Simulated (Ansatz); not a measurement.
## How much do the gradients of Bi₂S₃ depend on the method?

Cell: a COD entry (perhaps calculated rather than measured), its atoms then relaxed with PBE in this cell.

Space group Pnma (No. 62); a = 11.3050, b = 3.9810, c = 11.1470 Å.

| site | Wyckoff | site symmetry | x | y | z |
| --- | --- | --- | --- | --- | --- |
| Bi1 | 4c | .m. | 0.5124 | 0.2500 | 0.1753 |
| Bi5 | 4c | .m. | 0.6626 | 0.7500 | 0.4684 |
| S9 | 4c | .m. | 0.6225 | 0.7500 | 0.0560 |
| S13 | 4c | .m. | 0.7163 | 0.2500 | 0.3071 |
| S17 | 4c | .m. | 0.4504 | 0.7500 | 0.3706 |

One atom of each set is listed.

First run. Level of theory: DFT, PBE, plane waves and PAW, scalar-relativistic, 420 eV cutoff, Γ-centred 3×7×3 k-points, Fermi–Dirac smearing 0.02 eV (Ansatz 0.2.0).

```
site  V_zz (10²¹ V/m²)     η
 Bi1             -7.07  1.00
 Bi5            -18.42  0.09
  S9             -8.67  0.13
 S13             -2.53  0.30
 S17              3.96  1.00
```

Second run. The same atoms and settings, except that the functional is r2SCAN and the cutoff is 500 eV.

Task: What does the second run give?

Result: 

```tsv
site	V_zz	η	change of V_zz
Bi1	8.25	0.97	–
Bi5	-21.0	0.08	-2.60
S9	-8.75	0.15	-0.08
S13	-2.69	0.16	-0.16
S17	4.31	0.89	+0.35
```

The largest change of V_zz along a kept axis is on Bi5, from -18.42 to -21.0. In per cent, |V_zz| changes by +14 on Bi, +1 to +9 on S (all sites that start above 0.5, bar those whose gradient vanishes or changes sign or whose main axis turns by over 40°). On Bi1 the largest principal value lies along another axis in the second run, so the two V_zz can't be compared directly.

Spin–orbit coupling is left out, which shifts gradients on Bi by a few per cent, and by more where contributions nearly cancel.
